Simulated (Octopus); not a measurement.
# Ir (Fm-3m, No. 225): band energies at special points

Ir (Fm-3m, No. 225):
```xyz
1
Lattice="0.0000 1.9270 1.9270 1.9270 0.0000 1.9270 1.9270 1.9270 0.0000" Properties=species:S:1:pos:R:3 pbc="T T T"
Ir     0.0000     0.0000     0.0000
```
The cell is a database entry, not relaxed again.

All numbers are Octopus results at the level LDA (grid spacing about 0.17 Å, Γ-centred 12×12×12 k-mesh, Fermi-Dirac smearing of 0.1 eV, no spin polarisation; PseudoDojo 0.4 LDA potentials), not measurements. Spin-orbit coupling is left out.

Energies in eV against the Fermi level; 17 electrons a cell outside the pseudopotentials' cores.

| k-point (reduced) | band 5 | band 6 | band 7 | band 8 | band 9 | band 10 | band 11 | band 12 |
|---|---|---|---|---|---|---|---|---|
| Γ (0.000, 0.000, 0.000) | -11.02 | -3.82 | -3.82 | -3.82 | -1.15 | -1.15 | 13.72 | 19.11 |
| X (0.500, 0.000, 0.500) | -7.76 | -7.21 | 0.89 | 1.46 | 1.46 | 1.70 | 10.28 | 11.42 |
| U (0.625, 0.250, 0.625) | -6.82 | -5.87 | -2.83 | -0.84 | 0.60 | 6.14 | 7.63 | 11.34 |
| K (0.375, 0.375, 0.750) | -6.82 | -5.87 | -2.83 | -0.84 | 0.60 | 6.14 | 7.63 | 11.34 |
| L (0.500, 0.500, 0.500) | -7.99 | -3.91 | -3.91 | -0.71 | 0.90 | 0.90 | 7.09 | 13.37 |
| W (0.500, 0.250, 0.750) | -6.13 | -4.79 | -4.79 | -1.76 | 1.47 | 7.95 | 8.95 | 8.95 |
